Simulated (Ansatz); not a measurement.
Relaxed polymorphs of GaN. Method: r2SCAN (plane waves to 500 eV, PAW, scalar-relativistic; Ansatz, a first-principles code). One row is withheld; estimate it from its structure type, its coordination and the trend of the others.

```json
[
 {"structure": "P6₃mc, hP4, wurtzite type", "coordination": "Ga 4 (tetrahedral), N 4 (tetrahedral)", "E − E(first row) (eV/atom)": "0.000", "V (Å³/atom)": "11.37", "gap (eV, no SOC)": "2.35"},
 {"structure": "P6₃mc, hP12, AFLOW prototype AB_hP12_186_a2b_a2b (B6, as in SiC)", "coordination": "–", "E − E(first row) (eV/atom)": "0.005", "V (Å³/atom)": "11.37", "gap (eV, no SOC)": "2.23"},
 {"structure": "Fm-3m, cF8, rock salt type", "coordination": "Ga 6 (octahedral), N 6 (octahedral)", "E − E(first row) (eV/atom)": "…", "V (Å³/atom)": "…", "gap (eV, no SOC)": "…"},
 {"structure": "F-43m, cF8, zinc blende type", "coordination": "Ga 4 (tetrahedral), N 4 (tetrahedral)", "E − E(first row) (eV/atom)": "0.007", "V (Å³/atom)": "11.37", "gap (eV, no SOC)": "2.17"},
 {"structure": "P6₃mc, hP8, AFLOW prototype AB_hP8_186_ab_ab (B5, as in SiC)", "coordination": "–", "E − E(first row) (eV/atom)": "0.003", "V (Å³/atom)": "11.37", "gap (eV, no SOC)": "2.26"},
 {"structure": "P-4n2, tP8", "coordination": "–", "E − E(first row) (eV/atom)": "0.658", "V (Å³/atom)": "10.03", "gap (eV, no SOC)": "1.61"}
]
```

**Question.** Fill in the missing entries.

**Answer.** 
- Fm-3m, cF8, rock salt type, E − E(first row) (eV/atom): 0.475
- Fm-3m, cF8, rock salt type, V (Å³/atom): 9.37
- Fm-3m, cF8, rock salt type, gap (eV, no SOC): 1.16

The withheld cell: Fm-3m (No. 225), cF8, rock salt type; a = b = c = 4.2170 Å, α = β = γ = 90.00°; Ga 4a (0.000, 0.000, 0.000); N 4b (0.500, 0.500, 0.500). Coordination numbers (neighbours up to the widest gap in distance over summed covalent radii, below 1.35; n+m marks a second, longer set; metal–metal contacts left out).

4 runs with a doubtful electronic state, a coarser numerical grid, an end not at rest or a source that can't be used are left out. 3 generated cells of layers, chains or molecules, poorly bound without dispersion, are left out. Each run could gain symmetry but not lose that of its start, so entries can be saddle points. From databases, or of a type measured for this composition: P6₃mc, hP4, wurtzite type; Fm-3m, cF8, rock salt type; F-43m, cF8, zinc blende type; the others are generated cells (placed on structure types, drawn at random, substituted or restacked) that were not matched to a known phase here. Energies are at zero temperature and pressure, without zero-point motion. Each cell has its own k-point mesh; energy differences are given only to the digits this allows. No spin polarisation in the result. Gaps of cells over 8 atoms come from the SCF mesh and high-symmetry points alone.
